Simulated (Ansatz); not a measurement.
RbHgF₃:
```
RbHgF3
1.0
    4.53399     0.00000     0.00000
    0.00000     4.53399     0.00000
    0.00000     0.00000     4.53399
Rb Hg F
1 1 3
Direct
  0.00000   0.00000   0.00000
  0.50000   0.50000   0.50000
  0.50000   0.00000   0.50000
  0.00000   0.50000   0.50000
  0.50000   0.50000   0.00000
```

Relaxed with PBEsol. Special points in fractions of this cell's reciprocal vectors: Γ (0.000, 0.000, 0.000); X (0.000, 0.500, 0.000); M (0.500, 0.500, 0.000); R (0.500, 0.500, 0.500).

Question: List the band energies nearest the valence-band maximum at these points for PBEsol with spin–orbit coupling (plane waves, PAW; program Ansatz).

Answer: In eV from the valence-band maximum; about four levels below and three above (degenerate sets whole), none deeper than 8.9 eV; points with the same levels are listed once.

| k | below | above |
|---|---|---|
| Γ | -2.60 -2.60 -2.60 -2.60 | 0.33 0.33 6.78 6.78 |
| X | -2.07 -2.07 -1.91 -1.91 | 3.03 3.03 5.70 5.70 |
| M | -2.03 -2.03 0.00 0.00 | 4.21 4.21 7.07 7.07 |
| R | 0.00 0.00 0.00 0.00 | 5.51 5.51 5.70 5.70 |

Space group Pm-3m (cubic perovskite). The workflow started from a Materials Project entry (that database holds measured and hypothetical structures alike); the Crystallography Open Database files this formula in space group No. 221, but the cells were not matched. Whether it is the stable phase at ambient conditions was not checked. The PBEsol relaxation kept the symmetry of its start; whether a distortion lowers the energy is not shown.

Potentials: the later of the program's two PAW sets.
